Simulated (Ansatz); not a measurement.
Ansatz (a first-principles code) input:

Ansatz 0.2 input:
```yaml
crystal:
  lattice:
    - [0.0, 3.9122026572, 3.9122026572]
    - [3.9122026572, 0.0, 3.9122026572]
    - [3.9122026572, 3.9122026572, 0.0]
  atoms:
    - { symbol: K, position: [0.75, 0.75, 0.75] }
    - { symbol: K, position: [0.25, 0.25, 0.25] }
    - { symbol: Li, position: [0.5, 0.5, 0.5] }
    - { symbol: Rh, position: [0.0, 0.0, 0.0] }
    - { symbol: F, position: [0.7503061735, 0.2496938265, 0.2496938265] }
    - { symbol: F, position: [0.2496938265, 0.7503061735, 0.7503061735] }
    - { symbol: F, position: [0.2496938265, 0.7503061735, 0.2496938265] }
    - { symbol: F, position: [0.7503061735, 0.2496938265, 0.7503061735] }
    - { symbol: F, position: [0.2496938265, 0.2496938265, 0.7503061735] }
    - { symbol: F, position: [0.7503061735, 0.7503061735, 0.2496938265] }
kpoints:
  mp_grid: { grid: [6, 6, 6] }
hamiltonian:
  xc: lda
  pseudopotentials: { kind: paw }
scf:
  occupations: { method: fixed }
phonons:
  method: dfpt
  response_accuracy: low
  qmesh: [2, 2, 2]
  interpolated_qmesh: [12, 12, 12]
  dielectric: true
  rigid_motions: translations
  temperatures: { t_max: 1000, t_step: 50 }
  qpath:
    path:
      - [[0.0, 0.0, 0.0], [0.5, 0.0, 0.5], [0.625, 0.25, 0.625]]  # Γ-X-U
      - [[0.375, 0.375, 0.75], [0.0, 0.0, 0.0], [0.5, 0.5, 0.5], [0.5, 0.25, 0.75], [0.5, 0.0, 0.5]]  # K-Γ-L-W-X
    npoints: 13
```

Output (shortened):

```
WARN phonons: the dynamical matrix that this run interpolates holds no multipole term above the dipole-dipole one, and a site of this crystal is no centre of …
zone centre: on kpoints.mp_grid the ground state, and the responses unless they are solved on pairs of k-points, stand on 112 of the mesh's 216 k-points, …
Pseudopotentials: kind: paw
Pseudopotential: K, paw, valence charge 9
Pseudopotential: Li, paw, valence charge 3
Pseudopotential: Rh, paw, valence charge 17
Pseudopotential: F, paw, valence charge 7
Functional definition: SPW92
Crystal: 10 atoms, lattice volume = 119.755 Å³
Basis set: ecut = 420 eV, 2277 PW (Γ), exchange–correlation on 80×80×80 points (8 copies of the dense FFT grid, shifted against one another)
Bands: 50, of which v1, the nominal top of the filled ones, is band 40 counted from 1 (39 counted from 0)
Symmetry: 48 space group operations
k-points: 112 of 216 (irreducible under 1 space group operation, time reversal used)
PAW frozen core: K, regenerated for the run's functional, and the local potential with it
PAW frozen core: Rh, regenerated for the run's functional, and the local potential with it
PAW frozen core: F, regenerated for the run's functional, and the local potential with it
Initial wavefunctions: pseudopotential atomic-orbital guess
Eigensolver: davidson
Functional: x = slater, c = lda
all-band conjugate gradients solve this SCF's bands
SCF 1 converged in 10 iterations: F = -14243.222836 eV  dr2 = 9.11e-12
── the response to a field inside a basis, on 6×6×6 k-points: an SCF that follows is theirs, and a resumed run solves both again ──
Crystal: 10 atoms, lattice volume = 119.755 Å³
Bands: 41, of which v1, the nominal top of the filled ones, is band 40 counted from 1 (39 counted from 0)
k-points: 28 of 216 (irreducible under 12 space group operations)
Initial density: handed on by an earlier stage of this run
Initial wavefunctions: pseudopotential atomic-orbital guess (no wavefunctions were taken with the density)
Eigensolver: Dense (28 Hₖ)
all-band conjugate gradients don't solve this SCF's bands (scf.eigensolver.kind)
SCF 1 converged in 5 iterations: F = -14243.015104 eV  dr2 = 3.27e-8
WARN: phonon interpolation: 24 periodic images of 12 blocks of the force constants (a block to an ordered pair of atoms and a translation) lie up to 5.53e-3 Å …
SCF converged after 10 iterations
Free energy (F): -14243.222836 eV
Harris-Foulkes:  -14243.222836 eV  (|F-HF|=3.64e-12)
Internal energy: -14243.222836 eV  (E = F + TS)
E sigma→0 (E₀):  -14243.222836 eV
Fermi energy:    6.426767 eV
--- Per-component energies (eV) ---
  E_band       = -696.561483
  E_kinetic    = 2336.736839
  E_local      = -7088.180589  (includes V_loc(G=0)·N_el)
  E_nonlocal   = 815.096897
  E_hartree    = 2607.192542
  E_xc         = -965.942274
  E_vxc        = -1225.908979  (∫ρ·V_xc dr)
  E_paw        = -6093.087440  (= ΣΔE_a)
  E_vpaw       = -748.703565  (= ΣTr[D̂ρ^β])
  E_aug_tail   = 0.012769  (compensation charges beyond the density's cutoff)
  E_ewald      = -5856.868572
  E_core_change = 1.816992  (= ΣΔE_core)
  E_smearing   =  0.000000  (= −TS)
  E_closure    = 0.000000  (closes the sum)
  Σ components = -14243.222836   (vs F -14243.222836, Δ=0.00e0)
--- Band table (eV; the first three rows and the last of 112) ---
  k-point 0: bands = ["-72.0204", "-40.0121", "-40.0121", "-40.0121", "-36.2134", "-21.3956", "-21.2993", "-16.4853", "-15.9615", "-15.9615", "-15.9243", "-15.9243", "-15.9243", "-5.3790", "-5.3790", "-5.3790", "-5.1029", "-5.1029", "-5.1029", "-0.3701", …
  k-point 1: bands = ["-72.0205", "-40.0121", "-40.0121", "-40.0121", "-36.2134", "-21.3866", "-21.3035", "-16.4668", "-16.0135", "-16.0135", "-15.9662", "-15.8732", "-15.8732", "-5.3451", "-5.3451", "-5.3025", "-5.1049", "-5.1049", "-5.0687", "-0.2814", …
  k-point 2: bands = ["-72.0205", "-40.0122", "-40.0121", "-40.0121", "-36.2134", "-21.3640", "-21.3163", "-16.4159", "-16.0634", "-16.0628", "-16.0628", "-15.8256", "-15.8256", "-5.2630", "-5.2630", "-5.1348", "-5.1221", "-5.1221", "-5.0067", "-0.2041", …
  k-point 111: bands = ["-72.0206", "-40.0122", "-40.0121", "-40.0121", "-36.2134", "-21.3384", "-21.3370", "-16.3757", "-16.1268", "-16.0812", "-16.0812", "-15.8081", "-15.8081", "-5.1875", "-5.1875", "-5.1647", "-5.1647", "-5.0134", "-5.0089", "-0.2870", …
  band table: 50 of 50 bands, residual norms ≤ 1.0e-3 eV
--- Phonons (Γ-DFPT): 5 representative perturbations + reference, on 112 of 216 k-points (Σ response iterations 18) ---
  k mesh reduced under 1 symmetry operation, with k and −k counted as one. Each operation leaves every solved perturbation unchanged …
  ASR residual: 1.082e-4 → 0.000e0 eV/Å²; symmetrization residual: 7.547e-5 eV/Å²
  ASR residual per site (eV/Å²): 8.04e-5 8.04e-5 1.65e-5 7.30e-6 1.08e-4 1.08e-4 1.08e-4 1.08e-4 1.08e-4 1.08e-4
  Γ frequencies (cm⁻¹): 0.00 0.00 0.00 64.57 64.57 64.57 138.31 138.31 138.31 139.12 139.12 139.12 222.36 222.36 222.36 224.26 224.26 224.26 271.05 271.05 271.05 335.51 335.51 335.51 523.22 523.22 552.40 552.40 552.40 583.52
  ε∞ (high-frequency dielectric tensor):
        2.615653     0.000000     0.000000
        0.000000     2.615653     0.000000
        0.000000     0.000000     2.615653
  ε⁰ (static dielectric tensor: ions relaxed, cell fixed):
        7.199707     0.000000     0.000000
        0.000000     7.199707     0.000000
        0.000000     0.000000     7.199707
  ε⁰ − ε∞ (ionic part):
        4.584054     0.000000     0.000000
        0.000000     4.584054     0.000000
        0.000000     0.000000     4.584054
  softest optical mode at Γ: 64.57 cm⁻¹; the repairs (sum rule, projections) moved no ω² at Γ by more than (9.50 cm⁻¹)²
  Born effective charges Z* (e; rows j = field, columns β = displacement):
    site 0:
         1.22257    0.00000    0.00000
         0.00000    1.22257    0.00000
         0.00000    0.00000    1.22257
    site 1:
         1.22257    0.00000    0.00000
         0.00000    1.22257    0.00000
         0.00000    0.00000    1.22257
    site 2:
         1.42401    0.00000    0.00000
         0.00000    1.42401    0.00000
         0.00000    0.00000    1.42401
    site 3:
         2.21293    0.00000    0.00000
         0.00000    2.21293    0.00000
         0.00000    0.00000    2.21293
    site 4:
        -1.72485    0.00000    0.00000
         0.00000   -0.65809    0.00000
         0.00000    0.00000   -0.65809
    site 5:
        -1.72485    0.00000    0.00000
         0.00000   -0.65809    0.00000
         0.00000    0.00000   -0.65809
    site 6:
        -0.65809    0.00000    0.00000
         0.00000   -1.72485    0.00000
         0.00000    0.00000   -0.65809
    site 7:
        -0.65809    0.00000    0.00000
         0.00000   -1.72485    0.00000
         0.00000    0.00000   -0.65809
    site 8:
        -0.65809    0.00000    0.00000
         0.00000   -0.65809    0.00000
         0.00000    0.00000   -1.72485
    site 9:
        -0.65809    0.00000    0.00000
         0.00000   -0.65809    0.00000
         0.00000    0.00000   -1.72485
  Z* charge neutrality: 9.368e-5 e pre-enforcement
  solved inside a basis spanned on kpoints, on 6×6×6 k-points, its susceptibility summed on 10×10×10: ε∞ is read to err by 6.3e-3, Z* by 1.8e-2 e (field_mesh …
  optical modes at Γ without the LO–TO term, one row a degenerate level:
      ω (cm⁻¹)  modes    IR ((D/Å)²/amu)
         64.57      3             0.0000
        138.31      3             8.4710
        139.12      3             0.0000
        222.36      3             0.0000
        224.26      3             0.0000
        271.05      3             3.8962
        335.51      3            23.3170
        523.22      2             0.0000
        552.40      3            21.1127
        583.52      1             0.0000
  optical modes at Γ + LO–TO along q̂ = [1.0000, 0.0000, 0.0000]:
      ω (cm⁻¹)  modes    IR ((D/Å)²/amu)
         64.57      3             0.0000
        138.31      2             5.6473
        139.12      3             0.0000
        169.51      1             0.6642
        222.36      3             0.0000
        224.26      3             0.0000
        271.05      2             2.5974
        277.84      1             0.2138
        335.51      2            15.5447
        401.10      1             5.4217
        523.22      2             0.0000
        552.40      2            14.0752
        583.52      1             0.0000
        610.26      1            12.6325
  optical modes at Γ + LO–TO along q̂ = [0.0000, 1.0000, 0.0000]:
      ω (cm⁻¹)  modes    IR ((D/Å)²/amu)
         64.57      3             0.0000
        138.31      2             5.6473
        139.12      3             0.0000
        169.51      1             0.6642
        222.36      3             0.0000
        224.26      3             0.0000
        271.05      2             2.5974
        277.84      1             0.2138
        335.51      2            15.5447
        401.10      1             5.4217
        523.22      2             0.0000
        552.40      2            14.0752
        583.52      1             0.0000
        610.26      1            12.6325
  optical modes at Γ + LO–TO along q̂ = [0.0000, 0.0000, 1.0000]:
      ω (cm⁻¹)  modes    IR ((D/Å)²/amu)
         64.57      3             0.0000
        138.31      2             5.6473
        139.12      3             0.0000
        169.51      1             0.6642
        222.36      3             0.0000
        224.26      3             0.0000
        271.05      2             2.5974
        277.84      1             0.2138
        335.51      2            15.5447
        401.10      1             5.4217
        523.22      2             0.0000
        552.40      2            14.0752
        583.52      1             0.0000
        610.26      1            12.6325
  non-analytic LO–TO correction: the dipole-dipole term of the run's Born effective charges and high-frequency dielectric tensor (where they are solved with …
--- Phonons (arbitrary-q DFPT): 3 irreducible q on the 2×2×2 mesh ---
  q = [0.0000, 0.0000, 0.0000] (star 1, of the zone-centre solve; hermiticity 1.16e-6, symmetrization 1.80e-6):  0.00  0.00 0.00 64.57 64.57 64.57 138.31 138.31 138.31 139.12 139.12 139.12 222.36 222.36 222.36 224.26 224.26 224.26 271.05 271.05 271.05 335.51 …
  q = [0.0000, 0.0000, -0.5000] (star 4, 5 solved perturbations in 384 linear systems a pass and spin channel, the states on 112 of 216 k-point pairs; hermiticity 7.18e-7, symmetrization 4.60e-13): 75.87 75.87 108.61 108.61 112.93 136.02 136.45 136.45 139.32 …
  q = [0.0000, -0.5000, -0.5000] (star 3, 11 solved perturbations in 442 linear systems a pass and spin channel, the states on 112 of 216 k-point pairs; hermiticity 4.48e-7, symmetrization 7.90e-14): 69.29 100.84 100.84 109.38 109.38 117.46 140.48 140.48 …
  sum rule: each row above includes the acoustic sum rule's correction from the zone centre's row sums; it moved no ω² by more than (1.24 cm⁻¹)²
  mesh force constants: q→R imaginary residual 3.12e-17; ASR residual 1.082e-4 → 0.000e0 eV/Å²; symmetrization residual 2.132e-14 eV/Å²
  interpolated dispersion: 81 rows × 30 modes
  density of states and harmonic sums: on the 12×12×12 q-mesh, interpolated from the force constants of a 2×2×2 supercell (with the dipole–dipole term)
  largest difference from the sums on the solved wave vectors: F 7.72e-2 eV, S 1.10e-4 and C_V 3.19e-5 eV/K
  zero-point energy: 0.490902 eV/cell   skipped modes (ω ≤ 0): 3   left out of the sums: 5.79e-5 of the cell's modes …
```

Cost: very roughly 18 core-minutes on shared cores.

Space group Fm-3m. The first step of the workflow began from a Materials Project structure, measured or hypothetical; the Crystallography Open Database copy checked does not list it. Its standing as an ambient phase is unchecked. Symmetry was held in the LDA relaxation. No spin polarisation was allowed. Spin–orbit coupling is left out wherever it is not named.

Potentials: the later of the program's two PAW sets.

Ansatz is a plane-wave DFT program.
